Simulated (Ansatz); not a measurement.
One crystal and one scan (frozen-phonon scan) at two levels, r2SCAN (plane waves to 500 eV, PAW, scalar-relativistic; Ansatz, an electronic-structure program) and PBE (plane waves to 420 eV, PAW, scalar-relativistic; Ansatz), each from its own relaxed cell and on its own mesh. The cell shown is that of r2SCAN.

Relaxed Be (hcp, Mg type):

```xyz
4
Lattice="4.5263 0.0000 0.0000 -1.1316 1.9599 0.0000 0.0000 0.0000 3.5631" Properties=species:S:1:pos:R:3 pbc="T T T"
Be     0.0000     1.3066     2.6723
Be     2.2631     1.3066     2.6723
Be     1.1316     0.6533     0.8908
Be     3.3947     0.6533     0.8908
```

A phonon eigenvector at M = (0.5, 0.0, 0.0) is frozen into this cell: atom i moves by Q times the vector below, so Q is the largest atomic displacement, in Å. The cell is held. (q is in reciprocal vectors of the primitive cell; the cell shown is doubled to hold the pattern.)

```tsv
atom	x	y	z
Be1	-0.500	0.866	0.000
Be2	0.500	-0.866	0.000
Be3	-0.500	0.866	0.000
Be4	0.500	-0.866	0.000
```

Be was relaxed with its symmetry unable to fall. The PAW data are Ansatz's earlier set. With partly filled bands, energies and forces of such displacements shift with the k mesh and the smearing. Percentages come from the unrounded values.

Results of r2SCAN:

```
Quantity                                                                                                                                          Result
----------------------------------------------------------------------------------------  --------------------------------------------------------------
Lattice constant c (Å)                                                                                                                             3.563
Harmonic wavenumber from the curvature (finite differences) (cm⁻¹ (negative: imaginary))                                                             413
Shape of the curve                                                                        a single well with its minimum at or next to zero displacement
```

Problem. What does PBE give for the same quantities?

Solution. 
| quantity | PBE | r2SCAN − PBE |
|---|---|---|
| Lattice constant c (Å) | 3.561 | +0.002 |
| Harmonic wavenumber from the curvature (finite differences) (cm⁻¹ (negative: imaginary)) | 404 | +9 (+2.2 %) |

r2SCAN gives the higher value for: harmonic wavenumber from the curvature. They agree on: lattice constant c (within 0.2 %). Both give the same shape of the curve: a single well with its minimum at or next to zero displacement.

(For displaced atoms, the force is minus the slope of the energy, and its curvature is a force constant, which sets phonon frequencies.)
